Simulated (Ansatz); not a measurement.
Relaxed-ion elastic tensor of BaSi2 in space group P-3m1 (No. 164; Ba on 1a, Si on 2d) in GPa (Voigt order), PBEsol in the plane-wave PAW code Ansatz; density 4.38 g/cm³, 24.45 Å³ per atom.

```
  123   37.7   32.2  -20.7    0.0    0.0
 37.7    123   32.2   20.7    0.0    0.0
 32.2   32.2   78.0    0.0    0.0    0.0
-20.7   20.7    0.0   53.9    0.0    0.0
  0.0    0.0    0.0    0.0   53.9  -20.7
  0.0    0.0    0.0    0.0  -20.7   42.7
```

Is the crystal mechanically stable?

Yes: the smallest eigenvalue of C is 26.9 GPa.

Work out the Voigt, Reuss and Hill averages.

K_V = 58.8, K_R = 55.7, K_H = 57.2; G_V = 44.9, G_R = 36.6, G_H = 40.8 GPa.

Give Young's modulus, Poisson's ratio, Pugh's ratio and the universal anisotropy index.

E = 9KG/(3K + G) = 98.8 GPa; ν = 0.21; K/G = 1.40 (brittle by the Pugh limit of 1.75); A_U = 5G_V/G_R + K_V/K_R − 6 = 1.19.

Estimate the sound speeds and the Debye temperature.

v_l = √((K + 4G/3)/ρ) = 5050 m/s, v_t = √(G/ρ) = 3050 m/s, mean 3370 m/s; Θ = (h/k)(3n/4πV)^(1/3) v_m = 346 K.

Solve the Christoffel equation for the three sound speeds along x, y, z.

Eigenvalues of C_ijkl n_j n_l equal ρv². In km/s, slowest first: x 2.48, 3.99, 5.30; y 3.12, 3.32, 5.43; z 3.51, 3.51, 4.22.

How much does each axis shrink under pressure?

Linear compressibilities β_i = Σ_j S_ij (j = 1 to 3): x 4.4, y 4.4, z 9.2 per TPa.

The first step of the workflow began from a Materials Project structure, measured or hypothetical; the Crystallography Open Database copy checked does not list it. COD files the formula under space group No. 62, 191, so this cell is another polymorph or a model. Its standing as an ambient phase is unchecked. The cell was relaxed with PBEsol under the symmetry of its start; of distortions, only those at the zone centre were tested. As this level gives no gap, shear constants depend on the k-mesh and smearing (Fermi–Dirac, 0.1 eV here). Scalar-relativistic: spin–orbit coupling is off unless named, which matters more the heavier the elements.

Potentials: the later of the program's two PAW sets.
